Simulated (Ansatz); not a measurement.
**Ca: strain energy, fitted**

Ca, P6_3/mmc, a = 3.852 Å, c = 6.341 Å. This isn't the element's structure at ambient conditions. Ansatz: PBEsol, PAW, 420 eV, Γ-centred 12×12×8 mesh on 2 atoms, Gaussian smearing 0.10 eV; no spin polarisation. Series: strain along c alone, the other axes held, atoms fixed by symmetry; x is the strain in per cent. y is the free energy over the unstrained cell, V0 = 40.749 Å³/atom.

| x (%) | y (meV/atom) |
| --- | --- |
| -4.5 | 11.87 |
| -3.0 | 5.31 |
| -1.5 | 1.31 |
| 0.0 | 0.00 |
| 1.5 | 1.20 |
| 3.0 | 4.63 |
| 4.5 | ? |

Question: Fit y = c2 x² + c3 x³ to the other rows, turn c2 into a modulus, and predict the missing energy.

Answer: Least squares on the rows shown. y = 0.5464 x² − 0.009420 x³. In eV per unit strain² c2 is 5.464; this is C33 with relaxed ions (E = ½ C33 V0 ε²): 2 × 5.464 × 160.2 / (40.749) = 43 GPa. With a term in x⁴ added, the coefficient of x² becomes 0.5689, 4 % more, which shows how far this figure hangs on the form. At x = 4.5 the fit asked for gives 10.21 meV/atom. The run gave 10.05 meV/atom, so the fit is 0.16 meV/atom too high, 1.3 % of the span of the series, against an rms of 0.07 meV/atom on the fitted rows. The row lies outside the fitted range. With a term in x⁴ added, a fit to the same known rows predicts 9.59 meV/atom, which misses by about as much or more on the other side: the known rows don't fix the higher terms.